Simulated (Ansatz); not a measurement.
Consider the following.

AlIr:
```xyz
2
Lattice="0.0000 2.5034 2.5034 2.5034 0.0000 2.5034 2.5034 2.5034 0.0000" Properties=species:S:1:pos:R:3 pbc="T T T"
Ir     0.0000     0.0000     0.0000
Al     2.5034     2.5034     2.5034
```

This is the r²SCAN-relaxed structure.

Question: All from plane-wave PAW r²SCAN (Ansatz code), unless another level is named. Estimate the bulk modulus (Birch–Murnaghan fit).

Answer: 167 GPa.

Question: Give the elastic constants (relaxed ions, GPa).

Answer: C11 = 333, C12 = 84.3, C44 = -94.2.

Space group Fm-3m (rock salt). The start of the workflow was typed in or built on a structure type; neither database checked (COD, Materials Project) lists it. Whether it is the stable phase at ambient conditions was not checked. The cell was relaxed with r²SCAN under the symmetry of its start. At this level the phase is mechanically unstable. The run is not spin-polarised. As this level gives no gap, shear constants depend on the k-mesh and smearing (Fermi–Dirac, 0.1 eV here). Scalar-relativistic: spin–orbit coupling is off unless named, which matters more the heavier the elements.

Potentials: the earlier of the program's two PAW sets.
